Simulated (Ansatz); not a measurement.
GeSb2Te4:
Space group R-3m, hexagonal axes (No. 166); a = 4.2621 Å, b = 4.2621 Å, c = 41.6132 Å, α = 90.00°, β = 90.00°, γ = 120.00°

```
atom  site  symmetry       x       y       z
----  ----  --------  ------  ------  ------
Ge      3a       -3m  0.0000  0.0000  0.0000
Sb      6c        3m  0.0000  0.0000  0.4220
Te      6c        3m  0.0000  0.0000  0.1295
Te      6c        3m  0.0000  0.0000  0.2930
```
(The calculation used a cell of 7 atoms; values per cell refer to that cell.)

Relaxed with r²SCAN+D4. DFT-r²SCAN+D4 in the program Ansatz with PAW potentials gives a gap of 0.38 eV.

Task: What gap does HSE06 give on the same cell (Ansatz, PAW)?

Result: 0.58 eV, 0.20 eV more. The hybrid was solved on a coarser mesh and at special points; its gap is the smallest among all of these.

```csv
k,v1 r²SCAN+D4,c1 r²SCAN+D4,v1 HSE06,c1 HSE06
Γ,-0.19,0.60,?,?
T,0.00,0.43,0.00,0.68
L,-0.96,0.72,?,?
F,-0.66,0.61,?,?
S0,-0.89,1.22,-0.92,1.46
H0,-0.83,1.11,?,?
```

Task: Top valence (v1) and lowest conduction level (c1) in eV from each method's valence maximum (which need not be a listed point): supply the withheld HSE06 values.

Result: 
- L, v1 HSE06: -1.01
- L, c1 HSE06: 0.94
- Γ, v1 HSE06: -0.20
- Γ, c1 HSE06: 0.87
- H0, v1 HSE06: -0.86
- H0, c1 HSE06: 1.35
- F, v1 HSE06: -0.69
- F, c1 HSE06: 0.79

Cost on shared cores: the r²SCAN+D4 run (SCF on a 8×8×8 mesh, then bands and DOS) very roughly 8 core-minutes, the HSE06 run (SCF on 5×5×5, then a few points) roughly 30 core-minutes; the tasks are unlike.

The cell was relaxed with r²SCAN+D4 under the symmetry of its start. Spin–orbit coupling is left out wherever it is not named.

Potentials: the later of the program's two PAW sets.
